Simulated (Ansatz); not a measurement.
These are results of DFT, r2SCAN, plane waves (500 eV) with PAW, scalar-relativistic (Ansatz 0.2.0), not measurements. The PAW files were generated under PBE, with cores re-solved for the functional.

An element in the bcc structure gives this curve. The cell is scaled uniformly from the relaxed one, with fractional coordinates and shape fixed. Energies are extrapolated to zero smearing, pressures are those at the given smearing. Magnetic state: ferromagnetic.

```json
{"V (Å³/atom)": "12.587", "E − E₀ (meV/atom)": "187.4", "P (GPa)": "40.85", "sphere moment (μB)": "0.58"}
{"V (Å³/atom)": "13.160", "E − E₀ (meV/atom)": "74.0", "P (GPa)": "23.43", "sphere moment (μB)": "0.67"}
{"V (Å³/atom)": "13.732", "E − E₀ (meV/atom)": "15.7", "P (GPa)": "9.94", "sphere moment (μB)": "0.76"}
{"V (Å³/atom)": "14.304", "E − E₀ (meV/atom)": "-0.5", "P (GPa)": "-0.38", "sphere moment (μB)": "0.87"}
{"V (Å³/atom)": "14.876", "E − E₀ (meV/atom)": "15.6", "P (GPa)": "-8.20", "sphere moment (μB)": "1.00"}
{"V (Å³/atom)": "15.448", "E − E₀ (meV/atom)": "55.7", "P (GPa)": "-13.73", "sphere moment (μB)": "1.16"}
{"V (Å³/atom)": "16.020", "E − E₀ (meV/atom)": "110.4", "P (GPa)": "-16.61", "sphere moment (μB)": "1.43"}
```

(1) Which element is it?
A. platinum
B. rhodium
C. chromium
D. molybdenum

Answers

(1) B. Its fit is V₀ = 14.27 Å³/atom, B₀ = 221 GPa, B₀′ = 6.4.
